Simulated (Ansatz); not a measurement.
A relaxation computed with Ansatz, from input to last step.

```yaml
crystal:
  lattice:
    - [-5.56700409, 5.56700409, -1.85566803]
    - [-5.56700409, -1.85566803, 5.56700409]
    - [1.85566803, 5.56700409, 5.56700409]
  atoms:
    - { symbol: Ag, position: [0.4959704697, 0.9993103111, 0.501744887] }
    - { symbol: Ag, position: [0.104222714, 0.1001055957, 0.601163954] }
    - { symbol: Ag, position: [0.5984717257, 0.6043821614, 0.6009924372] }
    - { symbol: Ag, position: [0.6985115856, 0.2031776898, 0.702795197] }
    - { symbol: In, position: [0.0012361413, 0.9986623816, 0.0024392637] }
    - { symbol: In, position: [0.4992105573, 0.5016432495, 0.9996375475] }
    - { symbol: In, position: [0.6037717692, 0.0966948764, 0.1031557187] }
    - { symbol: In, position: [0.1054472791, 0.6000394383, 0.0979811061] }
    - { symbol: In, position: [0.2035679507, 0.1974952252, 0.2030707339] }
    - { symbol: In, position: [0.7022603931, 0.6959250762, 0.2051844475] }
    - { symbol: In, position: [0.8050157095, 0.2954123024, 0.3024924505] }
    - { symbol: In, position: [0.3033961678, 0.8046014956, 0.3031899697] }
    - { symbol: In, position: [0.4008080199, 0.4014347876, 0.4004563317] }
    - { symbol: In, position: [0.9905302542, 0.498980242, 0.4997197954] }
    - { symbol: In, position: [0.9009481816, 0.8984497618, 0.3993330671] }
    - { symbol: In, position: [0.2045275361, 0.6973964368, 0.7001119603] }
    - { symbol: In, position: [0.3041419743, 0.3024249439, 0.7984408146] }
    - { symbol: In, position: [0.7951597794, 0.8028240097, 0.8014416626] }
    - { symbol: In, position: [0.8975948053, 0.3995434044, 0.9052719293] }
    - { symbol: In, position: [0.40368285, 0.9009502377, 0.8993481058] }
  symmetry: { detect: false }
basis:
  ecutwfc: 420
kpoints:
  mp_grid: { grid: [2, 2, 2], shift: [0.5, 0.5, 0.5] }
hamiltonian:
  xc: pbe
scf:
  occupations: { method: gaussian, width: 0.1 }
  lower_state_search: "off"
output:
  forces: true
  stress: true
  eigenvalues: true
relax:
  adjacent_minimum: "off"
  f_tol: 0.04
  max_steps: 50
  cell: { stress_tol: 0.3 }
```

```bash
ansatz run input.yaml --threads 4 --pin off --max-ram 9216MiB --backend cpu --events-out ev --progress --plain --runs-dir out
```

Theory: DFT PBE, scalar-relativistic, plane waves, PAW (Ansatz 0.2.0).

Of 22 frames 10 are shown, positions in Å and forces in eV/Å; the SCF threshold varies from step to step. Steps run on the plane waves of an earlier cell, with a Pulay correction in the pressure. The basis is chosen afresh for the last frame, the zero of the energies, and at times for earlier ones too; energy and pressure can step there, also at an unchanged geometry. Where two frames share a geometry here, they differ by under 2 meV/atom and 0.3 GPa. The mark taken_back stands on steps that the optimiser undid.

```xyz
20
Lattice="-5.5670 5.5670 -1.8557 -5.5670 -1.8557 5.5670 1.8557 5.5670 5.5670" Properties=species:S:1:pos:R:3:forces:R:3 pbc="T T T" step=1 free_energy_over_end_meV_per_atom=92.32 pressure_GPa=-0.11
Ag   -7.3932    3.6999    7.4360    0.0128    0.0402    0.0417
Ag   -0.0219    3.7411    3.7106    0.0195    0.0036    0.0185
Ag   -5.5811    5.5559    5.5998    0.0091    0.0041    0.0014
Ag   -3.7156    7.4241    3.7473   -0.0518   -0.0189   -0.0321
In   -5.5619   -1.8327    5.5708   -0.1306   -0.1690   -0.1709
In   -3.7168    7.4132    7.4313   -0.0860   -0.0196   -0.1731
In   -3.7081    3.7560   -0.0078   -0.0262   -0.0482    0.0320
In   -3.7456    0.0190    3.6902    0.0633   -0.0039    0.0761
In   -1.8559    1.8973    1.8522    0.0257    0.1061    0.1278
In   -7.4029    3.7603    3.7133    0.0821    0.0824    0.0989
In   -5.5648    5.6173    1.8347    0.3189    0.1128    0.1855
In   -5.6056    1.8838    5.6041   -0.1398    0.1252    0.0858
In   -3.7230    3.7157    3.7204    0.1239    0.3236   -0.0028
In   -7.3648    7.3703    3.7217    0.1490    0.1430    0.0161
In   -9.2762    5.5714    5.5529    0.1240    0.0815    0.3878
In   -3.7218    3.7420    7.4004   -0.1693   -0.1286    0.0600
In   -1.8951    5.5769    5.5641   -0.0040    0.0016   -0.3614
In   -7.4088    7.3985    7.4554   -0.2208   -0.2698   -0.0796
In   -5.5413    9.2951    5.5983    0.0970   -0.1435   -0.2181
In   -5.5940    5.5821    9.2732   -0.1969   -0.2226   -0.0936
20
Lattice="-5.6621 5.6314 -1.8181 -5.6586 -1.8151 5.6303 1.7125 5.4588 5.4611" Properties=species:S:1:pos:R:3:forces:R:3 pbc="T T T" step=3 free_energy_over_end_meV_per_atom=78.78 pressure_GPa=-0.02
Ag   -7.6036    3.7078    7.4494    0.0065   -0.0416   -0.0511
Ag   -0.1218    3.6862    3.6576    0.0074   -0.0050   -0.0004
Ag   -5.7789    5.5548    5.5989   -0.0034   -0.0037    0.0018
Ag   -3.9274    7.4227    3.7272   -0.0354    0.0565    0.0558
In   -5.6953   -1.8333    5.5820   -0.0114    0.0012   -0.0036
In   -3.9888    7.3328    7.3296   -0.0142   -0.0187   -0.0058
In   -3.7925    3.7652    0.0132    0.0142   -0.0010   -0.0020
In   -3.8018    0.0433    3.7519   -0.0101    0.0058    0.0036
In   -1.9022    1.8994    1.9183    0.0157   -0.0147    0.0181
In   -7.5421    3.8435    3.7760    0.0033    0.0071   -0.0058
In   -5.5891    5.7003    1.9376   -0.0043    0.0302    0.0393
In   -5.8406    1.8958    5.6120   -0.0881   -0.0312   -0.0401
In   -3.8404    3.7942    3.7104   -0.0503   -0.0467   -0.0206
In   -7.5321    7.4711    3.7497   -0.0048    0.0177    0.0052
In   -9.4848    5.6336    5.6863   -0.0472   -0.0382   -0.0686
In   -3.9459    3.6631    7.3843    0.0114   -0.0142   -0.0173
In   -2.0498    5.5357    5.4259    0.0426    0.0292    0.0495
In   -7.7173    7.3344    7.4448    0.0624    0.0504    0.0474
In   -5.7277    9.2818    5.5388    0.0879    0.0454    0.0504
In   -5.9121    5.4613    9.1852    0.0179   -0.0283   -0.0559
20
Lattice="-5.9442 5.8053 -2.1609 -5.9361 -2.1557 5.7966 1.6224 4.9278 4.9272" Properties=species:S:1:pos:R:3:forces:R:3 pbc="T T T" step=6 free_energy_over_end_meV_per_atom=67.12 pressure_GPa=0.83 taken_back
Ag   -8.2051    3.0473    7.0327   -0.1155    0.2429    0.2838
Ag   -0.1951    3.3292    3.2531    0.0072    0.0246   -0.0249
Ag   -6.2238    5.0869    5.2039    0.0123    0.0015    0.0789
Ag   -4.3100    7.3531    3.4186   -0.0056   -0.1718   -0.1447
In   -6.0278   -2.2494    5.6443    0.1349    0.0334    0.0476
In   -4.3821    6.6034    6.6081    0.1538    0.0261    0.0111
In   -3.9579    3.7427   -0.2574    0.0408   -0.0271   -0.0720
In   -4.0574   -0.1524    3.8222    0.0066    0.0243    0.0223
In   -2.0051    1.7337    1.9444   -0.1858   -0.0608   -0.0102
In   -7.9370    3.7514    3.5315   -0.1477    0.0459   -0.1323
In   -5.7230    5.7412    1.7583    0.0571   -0.1247   -0.1518
In   -6.5462    1.4243    5.3622    0.3283    0.0181    0.0448
In   -4.3088    3.4478    3.4446    0.0248    0.1037    0.0354
In   -7.8870    7.3614    3.2931    0.1177   -0.0403    0.0066
In  -10.2090    5.2586    5.2200    0.0550    0.0343    0.1303
In   -4.2159    2.9274    6.9319   -0.0536   -0.0567   -0.0692
In   -2.0694    5.0908    4.9181   -0.0422   -0.0482   -0.1769
In   -8.0619    6.7972    6.9271   -0.0814   -0.1607   -0.0612
In   -5.8974    9.0391    5.0277   -0.3501    0.0994    0.1376
In   -6.3563    4.5308    8.4363    0.0434    0.0364    0.0447
20
Lattice="-5.8426 5.8181 -2.1277 -5.8369 -2.1253 5.8083 1.6277 5.0539 5.0498" Properties=species:S:1:pos:R:3:forces:R:3 pbc="T T T" step=8 free_energy_over_end_meV_per_atom=53.59 pressure_GPa=-0.12
Ag   -8.0955    3.2080    7.2011   -0.1073    0.0827    0.1145
Ag   -0.1766    3.4215    3.3291   -0.0030   -0.0058   -0.0300
Ag   -6.0980    5.1839    5.3263   -0.0128   -0.0289    0.0312
Ag   -4.2052    7.3964    3.4800   -0.0244   -0.0161    0.0142
In   -5.8918   -2.2310    5.6934    0.0061   -0.0139    0.0448
In   -4.2319    6.7806    6.7415    0.0274    0.0344   -0.0340
In   -3.8738    3.7717   -0.2379    0.0523   -0.0197   -0.0500
In   -3.9972   -0.1148    3.8451   -0.0279    0.0350    0.0317
In   -2.0128    1.7846    1.9378   -0.0345   -0.0190   -0.0012
In   -7.8239    3.7919    3.5760   -0.0026    0.0099   -0.0440
In   -5.6074    5.7504    1.7508    0.0470   -0.0747   -0.1013
In   -6.3248    1.5239    5.4631    0.0003    0.0406    0.0389
In   -4.1993    3.5471    3.5153   -0.0878    0.0327    0.0017
In   -7.6927    7.4116    3.3847    0.0854   -0.0722   -0.0526
In   -9.9923    5.3513    5.3458   -0.0508   -0.0160    0.0160
In   -4.1312    3.0490    7.0263    0.0415    0.0172    0.0108
In   -2.0415    5.1964    4.9802    0.0592   -0.0038   -0.0802
In   -7.9351    6.8864    7.0528    0.0324   -0.0575    0.0103
In   -5.8806    9.1608    5.1730   -0.0665    0.0468    0.0628
In   -6.2021    4.7232    8.6277    0.0662    0.0284    0.0167
20
Lattice="-5.7754 5.9036 -2.1778 -5.7755 -2.1774 5.9050 1.5502 5.0270 5.0282" Properties=species:S:1:pos:R:3:forces:R:3 pbc="T T T" step=10 free_energy_over_end_meV_per_atom=39.29 pressure_GPa=-0.12
Ag   -8.2769    3.3087    7.4688    0.0469    0.0701    0.1118
Ag   -0.1930    3.4078    3.2335    0.0192   -0.0123   -0.0614
Ag   -6.1075    5.0941    5.4446   -0.0027   -0.0727    0.0595
Ag   -4.2967    7.4177    3.5146   -0.1083    0.0100    0.0530
In   -5.8130   -2.3739    5.8481   -0.0424   -0.0612    0.0498
In   -4.1685    6.8119    6.6120   -0.0159    0.0465   -0.0857
In   -3.7338    3.7854   -0.3478    0.0803   -0.0236   -0.0425
In   -4.0609   -0.0479    3.9809   -0.0716    0.1062    0.1005
In   -2.1043    1.7760    1.9609   -0.0320   -0.0657    0.0104
In   -7.7764    3.8572    3.5344    0.0134    0.0250   -0.0569
In   -5.4412    5.7288    1.5937   -0.0964   -0.0061   -0.0456
In   -6.3076    1.6187    5.6537   -0.0719    0.0907    0.1226
In   -4.2951    3.5829    3.5717   -0.0480   -0.0033    0.0616
In   -7.4576    7.3737    3.3071    0.0418   -0.0611   -0.0823
In   -9.9482    5.3843    5.3626    0.0300    0.0413   -0.1034
In   -3.9646    2.9779    7.0292    0.1841   -0.0171   -0.0021
In   -1.9833    5.1690    4.8140    0.0097   -0.0408   -0.0370
In   -7.8650    6.7829    7.0932   -0.0357   -0.0036    0.0049
In   -6.0301    9.2648    5.2407   -0.0452    0.0381    0.0111
In   -6.0182    4.6855    8.6403    0.1447   -0.0604   -0.0682
20
Lattice="-5.8625 5.8989 -2.1810 -5.8472 -2.1412 5.9722 1.4652 4.8877 4.9764" Properties=species:S:1:pos:R:3:forces:R:3 pbc="T T T" step=13 free_energy_over_end_meV_per_atom=16.46 pressure_GPa=0.13
Ag   -8.5167    3.4839    7.8096    0.1154   -0.0273   -0.0730
Ag   -0.1606    3.1742    2.9988    0.0305   -0.1016    0.0117
Ag   -6.3943    4.7999    5.7367   -0.0269   -0.0187    0.0489
Ag   -4.4990    7.2979    3.4661   -0.0287    0.0396    0.0130
In   -5.9983   -2.5378    6.0665   -0.0156   -0.0007    0.0241
In   -4.3808    6.7578    6.3726   -0.0521   -0.0394   -0.0144
In   -3.6561    3.7026   -0.3584    0.0204   -0.0506    0.0907
In   -4.3080    0.3151    4.1874    0.0273    0.0768   -0.0667
In   -2.4013    1.7317    1.9750   -0.0135    0.0760   -0.0395
In   -7.8441    3.8719    3.4299    0.0244    0.0038   -0.0246
In   -5.4846    5.7396    1.2359   -0.0508    0.0509   -0.0716
In   -6.4845    1.8226    6.1073   -0.0066   -0.0705    0.0430
In   -4.6243    3.6994    3.5991    0.0024    0.0280    0.0386
In   -7.4073    7.2227    3.1094    0.0109   -0.0044    0.0207
In   -9.9763    5.4258    5.0904    0.0520    0.0571   -0.0653
In   -3.7076    2.9034    6.9448   -0.0406    0.0247   -0.0274
In   -1.9867    4.8998    4.6343   -0.0084   -0.0591    0.0352
In   -8.1768    6.5186    7.3003   -0.0480   -0.0154    0.0240
In   -6.4965    9.2319    5.3370    0.0220    0.0116    0.0043
In   -5.8532    4.4980    8.7015   -0.0142    0.0193    0.0281
20
Lattice="-5.9090 5.9090 -2.1799 -5.8789 -2.1295 5.9699 1.4653 4.8828 4.9737" Properties=species:S:1:pos:R:3:forces:R:3 pbc="T T T" step=15 free_energy_over_end_meV_per_atom=8.35 pressure_GPa=0.10
Ag   -8.5159    3.4634    7.8546    0.0557   -0.1314    0.0035
Ag   -0.0120    2.8750    3.0618   -0.0040    0.1996    0.0223
Ag   -6.6305    4.6813    5.8950   -0.0247   -0.0404   -0.0067
Ag   -4.4675    7.2569    3.4069   -0.1183    0.0562    0.1081
In   -6.0522   -2.4946    6.0986    0.0367    0.0670   -0.0170
In   -4.5886    6.6910    6.3076   -0.0044   -0.0169   -0.0253
In   -3.7132    3.6316   -0.2028   -0.0564    0.0538   -0.0661
In   -4.3472    0.6101    4.0065   -0.0867   -0.0269   -0.0234
In   -2.5013    1.8458    1.9430    0.1229   -0.0845    0.0545
In   -7.8398    3.7765    3.3710   -0.0088   -0.1389    0.0261
In   -5.4376    5.9767    0.9884   -0.0055   -0.2197    0.0021
In   -6.5134    1.7285    6.2639   -0.0058    0.0069   -0.0284
In   -4.7673    3.9401    3.5620    0.0202    0.0730    0.0377
In   -7.3881    7.1723    3.1629   -0.0211   -0.0906    0.0200
In   -9.8150    5.6186    4.7878   -0.0033    0.0301    0.0071
In   -3.7603    3.0430    6.8738   -0.0065    0.0693    0.0131
In   -1.9549    4.6721    4.6490    0.0393    0.0111   -0.0448
In   -8.4168    6.4590    7.4389    0.0539    0.0032   -0.0896
In   -6.5631    9.2807    5.3741    0.0279    0.1131    0.0006
In   -5.8845    4.5122    8.8602   -0.0110    0.0666    0.0059
20
Lattice="-5.8678 6.0282 -2.1786 -5.8510 -2.1925 5.9363 1.4451 4.9706 4.8955" Properties=species:S:1:pos:R:3:forces:R:3 pbc="T T T" step=17 free_energy_over_end_meV_per_atom=2.62 pressure_GPa=0.11
Ag   -8.4947    3.4703    7.8660   -0.0083    0.0497   -0.0140
Ag    0.1736    2.8750    3.1268   -0.0536    0.0468   -0.1311
Ag   -6.6636    4.6291    5.8498    0.0382    0.0585   -0.0527
Ag   -4.5724    7.5884    3.3023    0.0251   -0.0308    0.0701
In   -5.8697   -2.3763    5.9480   -0.0063   -0.0637   -0.0257
In   -4.6496    6.7775    6.0993   -0.0366   -0.0264    0.0013
In   -3.7495    3.5456   -0.0686   -0.0246    0.0029   -0.0386
In   -4.4553    0.8919    3.8154    0.0128    0.0306    0.0384
In   -2.2753    1.7289    1.9118    0.0560   -0.0127    0.0217
In   -7.8089    3.4417    3.4312    0.0180    0.0237    0.0247
In   -5.3775    6.0162    0.9255   -0.0279    0.0175   -0.0202
In   -6.4752    1.7923    6.3596    0.0584   -0.0501    0.0341
In   -4.7462    4.2184    3.5339   -0.0124   -0.0035    0.0901
In   -7.3991    7.0436    3.2333    0.1597    0.0858   -0.0915
In   -9.7431    5.7824    4.5364   -0.1421   -0.0731    0.0447
In   -3.7631    3.3055    6.7694   -0.0236    0.0252    0.0024
In   -1.7532    4.6200    4.5224   -0.0319    0.0008   -0.0043
In   -8.4739    6.4575    7.2027    0.0073    0.0251    0.0281
In   -6.5949    9.5172    5.3655    0.0067   -0.0749    0.0249
In   -5.9608    4.7975    8.8302   -0.0148   -0.0313   -0.0022
20
Lattice="-5.8806 6.0096 -2.1768 -5.8521 -2.1652 5.9588 1.4420 4.9607 4.9385" Properties=species:S:1:pos:R:3:forces:R:3 pbc="T T T" step=20 free_energy_over_end_meV_per_atom=0.46 pressure_GPa=-0.04
Ag   -8.5138    3.5521    7.8610    0.0220   -0.0231   -0.0032
Ag    0.1660    2.8258    3.0659   -0.0070   -0.0044    0.0014
Ag   -6.6383    4.6972    5.9028    0.0008    0.0035    0.0066
Ag   -4.5484    7.5386    3.3309   -0.0094   -0.0068    0.0070
In   -5.9144   -2.4686    5.9748   -0.0222    0.0164   -0.0288
In   -4.6425    6.8207    6.1823    0.0134   -0.0008   -0.0184
In   -3.7342    3.5356   -0.0664   -0.0110    0.0059    0.0091
In   -4.4455    1.0572    3.8765    0.0034    0.0020   -0.0039
In   -2.2478    1.6093    1.8520   -0.0080    0.0192    0.0042
In   -7.7910    3.3753    3.5763    0.0001   -0.0097    0.0120
In   -5.4317    5.9529    0.9334    0.0219    0.0053    0.0128
In   -6.4513    1.8183    6.4377   -0.0002    0.0135    0.0145
In   -4.7630    4.3200    3.6249   -0.0018    0.0182   -0.0028
In   -7.4175    7.1443    3.2028   -0.0119   -0.0007    0.0104
In   -9.7822    5.6902    4.5099    0.0173   -0.0005    0.0136
In   -3.7732    3.3953    6.8627   -0.0153    0.0046    0.0116
In   -1.7715    4.5389    4.4918    0.0207   -0.0023   -0.0320
In   -8.4966    6.5233    7.1747    0.0044    0.0013   -0.0300
In   -6.6686    9.4021    5.5491   -0.0192   -0.0147    0.0231
In   -5.9586    4.8086    8.9151    0.0020   -0.0267   -0.0071
20
Lattice="-5.8870 6.0113 -2.1663 -5.8506 -2.1493 5.9528 1.4367 4.9680 4.9460" Properties=species:S:1:pos:R:3:forces:R:3 pbc="T T T" step=22 free_energy_over_end_meV_per_atom=0.00 pressure_GPa=0.01
Ag   -8.5139    3.6019    7.8409    0.0104   -0.0367    0.0070
Ag    0.1770    2.7732    3.0384   -0.0040    0.0156    0.0235
Ag   -6.6259    4.7290    5.9296    0.0013    0.0036   -0.0054
Ag   -4.5409    7.5374    3.3236   -0.0131    0.0228    0.0003
In   -5.9388   -2.4811    5.9415    0.0230    0.0291   -0.0219
In   -4.6464    6.8632    6.1842    0.0101    0.0028   -0.0089
In   -3.7359    3.5388   -0.0525   -0.0052    0.0138    0.0089
In   -4.4541    1.1854    3.8814    0.0177   -0.0083   -0.0074
In   -2.2387    1.5536    1.8076   -0.0274    0.0028    0.0279
In   -7.7668    3.2956    3.6622   -0.0155    0.0122   -0.0023
In   -5.4567    5.9306    0.9302    0.0041   -0.0328   -0.0065
In   -6.4427    1.8472    6.4834    0.0140   -0.0039   -0.0006
In   -4.7741    4.4183    3.6557    0.0017   -0.0101   -0.0032
In   -7.4339    7.1933    3.2150   -0.0042    0.0052    0.0044
In   -9.7757    5.6656    4.4600   -0.0037   -0.0330   -0.0090
In   -3.7892    3.4771    6.9003    0.0189    0.0054   -0.0094
In   -1.7606    4.4781    4.4428   -0.0246    0.0048   -0.0166
In   -8.5143    6.5678    7.1158    0.0169    0.0281    0.0009
In   -6.7290    9.3855    5.6626   -0.0220    0.0035    0.0251
In   -5.9640    4.8416    8.9504    0.0016   -0.0247   -0.0068
```

Time: 7.2 min on 4 threads of Arm Neoverse V1, on a shared host, peak memory 1.9 GiB.

The k mesh is coarse.